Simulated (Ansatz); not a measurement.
Frames from the relaxation of a relaxed HfO2 cell with one O and one Hf atom exchanged in a cell of 6 atoms, as extended XYZ (Å, eV, eV/Å, GPa with compression positive). The numbers are results of r2SCAN (plane waves to 500 eV, PAW, scalar-relativistic; Ansatz, a program for electronic structure), not measurements. Γ-centred k-mesh 7×7×5 on the run's cell (coarser than for final values), Fermi–Dirac smearing 0.05 eV.

```xyz
6
Lattice="3.1072 0.0000 0.0000 0.0000 3.8737 0.0000 0.0000 0.0000 6.8173" Properties=species:S:1:pos:R:3:forces:R:3 pbc="T T T" step=14 free_energy=-33750.561 pressure=2.4 accepted=T
Hf     0.0000     0.0000     0.7231    0.0000    0.0000    0.0213
O      1.5536     1.9368     3.7702    0.0000    0.0000    0.0339
O      0.0000     1.9368     0.1119    0.0000    0.0000   -0.0088
Hf     0.0000     1.9368     4.9046    0.0000    0.0000   -0.0126
O      1.5536     0.0000     1.8505    0.0000    0.0000   -0.0517
O      1.5536     0.0000     5.6829    0.0000    0.0000    0.0178
6
Lattice="3.0997 0.0000 0.0000 0.0000 3.7820 0.0000 0.0000 0.0000 7.8148" Properties=species:S:1:pos:R:3:forces:R:3 pbc="T T T" step=25 free_energy=-33750.730 pressure=-0.1 accepted=F
Hf     0.0000     0.0000     0.7050    0.0000    0.0000    0.0683
O      1.5499     1.8910     4.6199    0.0000    0.0000    0.0656
O      0.0000     1.8910     0.0179    0.0000    0.0000    0.0002
Hf     0.0000     1.8910     5.7826    0.0000    0.0000   -0.0865
O      1.5499     0.0000     1.8428    0.0000    0.0000   -0.0526
O      1.5499     0.0000     6.5686    0.0000    0.0000    0.0051
6
Lattice="3.0924 0.0000 0.0000 0.0000 3.7814 0.0000 0.0000 0.0000 7.8355" Properties=species:S:1:pos:R:3:forces:R:3 pbc="T T T" step=27 free_energy=-33750.730 pressure=0.0 accepted=F
Hf     0.0000     0.0000     0.7039    0.0000    0.0000    0.1151
O      1.5462     1.8907     4.6346    0.0000    0.0000    0.0857
O      0.0000     1.8907     0.0167    0.0000    0.0000    0.0096
Hf     0.0000     1.8907     5.8015    0.0000    0.0000   -0.1209
O      1.5462     0.0000     1.8475    0.0000    0.0000   -0.1085
O      1.5462     0.0000     6.5844    0.0000    0.0000    0.0191
```

The path has 26 moves and ends in Pmm2 (No. 25), about 2.4 eV/atom below its start. Free energies are of the whole cell and compare only within this code, potentials and settings.  No spin polarisation in the result. No dispersion correction is included, so spacings between layers, chains or molecules are soft and tend to come out too large.

The run could not lose the symmetry of its start, so the end can be a saddle point.

The end of the path is a generated cell of HfO2: the first start was made by placing the elements on the sites of a structure type, and the end was not matched to a known phase here, so it may be hypothetical. Known forms of HfO2 include space group No. 14, 29, 137, 225.
